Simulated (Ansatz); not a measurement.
Ti2O (anti-CdI2 type, P-3m1) at seven volumes, DFT-PBEsol in the program Ansatz with PAW potentials, shape and atoms relaxed at each. One row is withheld.

```tsv
V (Å³/atom)	P (GPa)
10.819	?
11.175	13.93
11.532	6.41
11.889	0.00
12.245	-5.47
12.602	-10.11
12.959	-14.05
```

Task: Fit the shown pressures and predict the withheld one.

Result: P = (3/2)B₀(x^(7/2) − x^(5/2))[1 + (3/4)(B′ − 4)(x − 1)] with x = (V₀/V)^(2/3). Least squares on the six rows gives V₀ = 11.888 Å³/atom, B₀ = 197 GPa, B′ = 4.37. At V = 10.819, x = 1.0648 and P = 22.82 GPa. The run itself gave 22.73 GPa.

The workflow started from a Materials Project entry (that database holds measured and hypothetical structures alike); the Crystallography Open Database files this formula in space group No. 164, but the cells were not matched. Its standing as an ambient phase is unchecked. The cell was relaxed with PBEsol under the symmetry of its start; of distortions, only those at the zone centre were tested. The run is not spin-polarised.

Potentials: the later of the program's two PAW sets.
